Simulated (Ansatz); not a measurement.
Ag$_{2}$S:
```yaml
crystal:
  lattice:
    - [2.32691, -3.46561, 0.00000]
    - [2.32691, 3.46561, 0.00000]
    - [0.00000, 0.00000, 7.20897]
  atoms:
    - { symbol: Ag, position: [0.10707, 0.89293, 0.75000] }
    - { symbol: Ag, position: [0.89293, 0.10707, 0.25000] }
    - { symbol: Ag, position: [0.50000, 0.50000, 0.00000] }
    - { symbol: Ag, position: [0.50000, 0.50000, 0.50000] }
    - { symbol: S, position: [0.72701, 0.27299, 0.75000] }
    - { symbol: S, position: [0.27299, 0.72701, 0.25000] }
```

The program Ansatz at the PBEsol level (PAW) gives a gap of 0.95 eV without spin–orbit coupling, maximum at Γ, minimum at Γ.

Question: What happens when spin–orbit coupling is switched on?

Answer: The gap stays essentially unchanged, to 0.95 eV; maximum at Γ, minimum at Γ.

Question: Give the electron effective mass with spin–orbit coupling.

Answer: 0.11, 0.44, 1.0 mₑ (principal values).

Question: Give the hole effective mass with spin–orbit coupling.

Answer: 0.18, 1.2, 1.7 mₑ (principal values).

Space group Cmcm. The first step of the workflow began from a Materials Project structure, measured or hypothetical; the Crystallography Open Database copy checked does not list it. COD files the formula under space group No. 4, 14, so this cell is another polymorph or a model. Its standing as an ambient phase is unchecked. The cell was relaxed with PBEsol under the symmetry of its start; its stability against distortions is not shown here. No spin polarisation was allowed.

Potentials: the later of the program's two PAW sets.
